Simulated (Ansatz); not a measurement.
The start is a generated trial cell of Te in the beta-W structure type. The structure is fully relaxed (lattice and positions, P = 0) with PBE (plane waves to 420 eV, PAW, scalar-relativistic; Ansatz, a program for electronic structure). First-step values are on the input's coarse k-mesh.

Ansatz input (later rounds restart from its end on a renewed k-mesh):
Ansatz 0.2 input:
```yaml
crystal:
  lattice:
    - [6.135155, 0, 0]
    - [0, 6.135155, 0]
    - [0, 0, 6.135155]
  atoms:
    - { symbol: Te, position: [0.25, 0, 0.5] }
    - { symbol: Te, position: [0.75, 0, 0.5] }
    - { symbol: Te, position: [0, 0.5, 0.25] }
    - { symbol: Te, position: [0, 0.5, 0.75] }
    - { symbol: Te, position: [0.5, 0.25, 0] }
    - { symbol: Te, position: [0.5, 0.75, 0] }
    - { symbol: Te, position: [0, 0, 0] }
    - { symbol: Te, position: [0.5, 0.5, 0.5] }
basis: { ecutwfc: 420, ecutrho_ratio: 4, xc_grid: 2, fft_grid_basis: typed }
kpoints: { mp_grid: { grid: [4, 4, 4] } }
hamiltonian:
  xc: pbe
  dispersion: none
  pseudopotentials: { azcp: { folder: ./paw }, kind: paw }
scf: { occupations: { method: fermi_dirac, width: 0.05 } }
relax: { f_tol: 0.01, max_steps: 100, cell: { stress_tol: 0.02 } }
output: { forces: true, stress: true }
```

### Question
How do the shortest distances between atoms change?

### Answer
The closest pairs of elements (up to four, under 3.6 Å), start → end: Te–Te 3.07 → 3.07 Å.

### Question
What band gap does the relaxed structure have at this level?

### Answer
No gap (metallic).

The space group stays Pm-3n (No. 223) (the run could not lower it), with 8 atoms in the primitive cell. Final values are on a 8×8×8 k-mesh of the relaxed cell. No spin polarisation in the result.

The run could not lose the symmetry of its start, so the end can be a saddle point.

All atoms sit on sites fixed by symmetry, so only the cell could relax.

The relaxed structure here is a generated cell of Te: the first start was made by placing the elements on the sites of a structure type, and the end was not matched to a known phase here, so it may be hypothetical. Known forms of Te include space group No. 152.
